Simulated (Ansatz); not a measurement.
One crystal and one scan (energy over volume and axial ratio) at two levels, PBEsol-D3(BJ) (plane waves to 420 eV, PAW, scalar-relativistic; Ansatz, a quantum-chemistry and plane-wave program) and r2SCAN+rVV10 (plane waves to 500 eV, PAW, scalar-relativistic; Ansatz), each from its own relaxed cell and on its own mesh. The cell shown is that of PBEsol-D3(BJ).

BN (h-BN type, space group P6_3/mmc)

```
CELL_PARAMETERS angstrom
      2.50045     0.00000     0.00000
     -1.25023     2.16545     0.00000
      0.00000     0.00000     6.41121
ATOMIC_POSITIONS crystal
  B  0.33333 0.66667 0.25000
  B  0.66667 0.33333 0.75000
  N  0.33333 0.66667 0.75000
  N  0.66667 0.33333 0.25000
```

The relaxed cell is deformed in two ways at once: its volume V is scaled, and at that volume it is stretched along z (the c axis of the conventional cell) so that c/a changes. Fractional atomic positions are held.

Energies are smeared free energies. BN was relaxed with its symmetry unable to fall. Percentages come from the unrounded values.

Results of PBEsol-D3(BJ):

| Item | Result |
|---|---|
| Lattice constant c (Å) | 6.411 |
| Relaxed volume (Å³/atom) | 8.68 |
| Modulus against c/a change at fixed volume, (3/4V)·∂²E/∂(ln c/a)² (fit, atoms clamped) (GPa) | 198 |

### Question
What does r2SCAN+rVV10 give for the same quantities?

### Answer
```
quantity                                                                                      r2SCAN+rVV10  PBEsol-D3(BJ) − r2SCAN+rVV10
--------------------------------------------------------------------------------------------  ------------  ----------------------------
Lattice constant c (Å)                                                                               6.526               -0.115 (-1.8 %)
Relaxed volume (Å³/atom)                                                                              8.83                -0.15 (-1.8 %)
Modulus against c/a change at fixed volume, (3/4V)·∂²E/∂(ln c/a)² (fit, atoms clamped) (GPa)           200                     -2 (-1 %)
```

PBEsol-D3(BJ) gives the lower value for: lattice constant c; relaxed volume. They agree on: modulus against c/a change at fixed volume (within 1.5 %).

(Under strain, the slope of the energy per volume gives the stress and its curvature an elastic modulus.)
